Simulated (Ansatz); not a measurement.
Consider the following.

BN:
```cif
data_B4N4
_chemical_formula_sum 'B4 N4'
_space_group_name_H-M_alt 'F-43m'
_space_group_IT_number 216
_space_group_name_Hall 'F -4 2 3'
_cell_length_a 3.57984
_cell_length_b 3.57984
_cell_length_c 3.57984
_cell_angle_alpha 90.000
_cell_angle_beta 90.000
_cell_angle_gamma 90.000
loop_
_atom_site_label
_atom_site_type_symbol
_atom_site_symmetry_multiplicity
_atom_site_Wyckoff_symbol
_atom_site_fract_x
_atom_site_fract_y
_atom_site_fract_z
_atom_site_occupancy
B1 B 4 a 0.00000 0.00000 0.00000 1
N1 N 4 d 0.75000 0.75000 0.75000 1
```
(The calculation used a cell of 2 atoms; values per cell refer to that cell.)

This is the LDA-relaxed structure.

All from LDA (plane waves, PAW; program Ansatz), unless another level is named. Give the electronic dielectric constant ε∞ (DFPT).

4.57.

Predict the static dielectric constant ε0 (ions relaxed, cell fixed).

6.74.

What about the largest static χ(2) component?

5.4 pm/V.

Give the Born charges (a third of the trace).

B +1.88, N -1.88 e.

The LDA relaxation kept the symmetry of its start.

Potentials: the earlier of the program's two PAW sets. The files were generated under PBE; for other functionals the program regenerates the frozen cores, and for LDA and PBEsol the local potential too.
